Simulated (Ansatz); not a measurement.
Hf:
```cif
data_Hf2
_chemical_formula_sum 'Hf2'
_space_group_name_H-M_alt 'P 1'
_space_group_IT_number 1
_cell_length_a 3.19393
_cell_length_b 3.19393
_cell_length_c 5.03909
_cell_angle_alpha 90.000
_cell_angle_beta 90.000
_cell_angle_gamma 120.000
loop_
_space_group_symop_operation_xyz
  'x, y, z'
loop_
_atom_site_label
_atom_site_type_symbol
_atom_site_fract_x
_atom_site_fract_y
_atom_site_fract_z
_atom_site_occupancy
Hf1 Hf 0.33333 0.66667 0.75000 1
Hf2 Hf 0.66667 0.33333 0.25000 1
```

Relaxed with r²SCAN+D4.

Task: Which orbitals make up the states near the Fermi level in r²SCAN+D4 in the plane-wave PAW code Ansatz?

Result: Within 0.5 eV of the Fermi level: Hf 5d 88 %, outside the projected shells 6 %. Projections are on Löwdin-orthogonalised atomic valence shells; empty p or d shells of many metals are not among them.

Task: Tabulate the density of states.

Result: States/eV per cell of 2 atoms, in 0.25 eV bins, energy from the Fermi level.

| E (eV) | total | Hf 5d | Hf 6s | Hf 5p |
|---|---|---|---|---|
| -7.85 | 0.00 | 0.00 | 0.00 | 0.00 |
| -7.60 | 0.06 | 0.00 | 0.05 | 0.00 |
| -7.35 | 0.10 | 0.00 | 0.09 | 0.00 |
| -7.10 | 0.13 | 0.00 | 0.12 | 0.00 |
| -6.85 | 0.16 | 0.00 | 0.15 | 0.00 |
| -6.60 | 0.19 | 0.01 | 0.17 | 0.00 |
| -6.35 | 0.21 | 0.01 | 0.19 | 0.00 |
| -6.10 | 0.24 | 0.02 | 0.22 | 0.01 |
| -5.85 | 0.28 | 0.02 | 0.24 | 0.01 |
| -5.60 | 0.31 | 0.04 | 0.26 | 0.01 |
| -5.35 | 0.35 | 0.05 | 0.28 | 0.01 |
| -5.10 | 0.39 | 0.07 | 0.30 | 0.01 |
| -4.85 | 0.45 | 0.11 | 0.32 | 0.01 |
| -4.60 | 0.52 | 0.15 | 0.34 | 0.01 |
| -4.35 | 0.62 | 0.22 | 0.37 | 0.01 |
| -4.10 | 0.77 | 0.35 | 0.39 | 0.02 |
| -3.85 | 1.18 | 0.70 | 0.44 | 0.02 |
| -3.60 | 1.40 | 0.93 | 0.42 | 0.02 |
| -3.35 | 1.29 | 0.91 | 0.34 | 0.02 |
| -3.10 | 1.28 | 0.95 | 0.28 | 0.02 |
| -2.85 | 1.51 | 1.22 | 0.25 | 0.02 |
| -2.60 | 1.59 | 1.35 | 0.19 | 0.02 |
| -2.35 | 1.64 | 1.47 | 0.13 | 0.02 |
| -2.10 | 1.86 | 1.72 | 0.09 | 0.03 |
| -1.85 | 1.42 | 1.31 | 0.06 | 0.02 |
| -1.60 | 1.93 | 1.78 | 0.07 | 0.03 |
| -1.35 | 2.37 | 2.14 | 0.11 | 0.04 |
| -1.10 | 2.87 | 2.54 | 0.16 | 0.04 |
| -0.85 | 3.17 | 2.84 | 0.14 | 0.04 |
| -0.60 | 1.48 | 1.34 | 0.06 | 0.02 |
| -0.35 | 1.17 | 1.04 | 0.05 | 0.01 |
| -0.10 | 1.16 | 1.02 | 0.05 | 0.01 |
| 0.15 | 1.59 | 1.39 | 0.06 | 0.01 |
| 0.40 | 3.08 | 2.75 | 0.14 | 0.02 |
| 0.65 | 3.10 | 2.72 | 0.16 | 0.02 |
| 0.90 | 3.29 | 2.80 | 0.19 | 0.02 |
| 1.15 | 2.91 | 2.44 | 0.17 | 0.02 |
| 1.40 | 2.56 | 2.31 | 0.11 | 0.01 |
| 1.65 | 2.69 | 2.51 | 0.08 | 0.01 |
| 1.90 | 2.67 | 2.52 | 0.05 | 0.01 |
| 2.15 | 1.71 | 1.61 | 0.02 | 0.01 |
| 2.40 | 1.26 | 1.20 | 0.02 | 0.00 |
| 2.65 | 1.19 | 1.14 | 0.01 | 0.00 |
| 2.90 | 1.21 | 1.16 | 0.01 | 0.00 |
| 3.15 | 1.18 | 1.13 | 0.01 | 0.00 |
| 3.40 | 1.17 | 1.12 | 0.02 | 0.00 |
| 3.65 | 1.18 | 1.13 | 0.02 | 0.00 |
| 3.90 | 1.20 | 1.14 | 0.03 | 0.00 |
| 4.15 | 1.23 | 1.16 | 0.03 | 0.00 |
| 4.40 | 1.29 | 1.20 | 0.05 | 0.00 |
| 4.65 | 1.41 | 1.30 | 0.06 | 0.00 |

Space group P6_3/mmc (hcp (Mg type)). The r²SCAN+D4 relaxation kept the symmetry of its start. The run is not spin-polarised. The pairwise dispersion correction was not fitted to metals. Spin–orbit coupling is left out wherever it is not named.

Potentials: the earlier of the program's two PAW sets.
